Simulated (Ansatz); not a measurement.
HfC (rock salt, Fm-3m) at seven volumes, the program Ansatz at the PBEsol level (PAW), scaled uniformly. One row is withheld.

```csv
V (Å³/atom),P (GPa)
11.121,28.17
11.487,17.33
11.854,?
12.220,0.00
12.587,-6.91
12.954,-12.86
13.320,-18.00
```

Fit the shown pressures and predict the withheld one.

P = (3/2)B₀(x^(7/2) − x^(5/2))[1 + (3/4)(B′ − 4)(x − 1)] with x = (V₀/V)^(2/3). Least squares on the six rows gives V₀ = 12.220 Å³/atom, B₀ = 248 GPa, B′ = 3.98. At V = 11.854, x = 1.0205 and P = 8.01 GPa. The run itself gave 8.01 GPa.

The PBEsol relaxation kept the symmetry of its start; of distortions, only those at the zone centre were tested. The run is not spin-polarised. Spin–orbit coupling is left out wherever it is not named.

Potentials: the later of the program's two PAW sets.
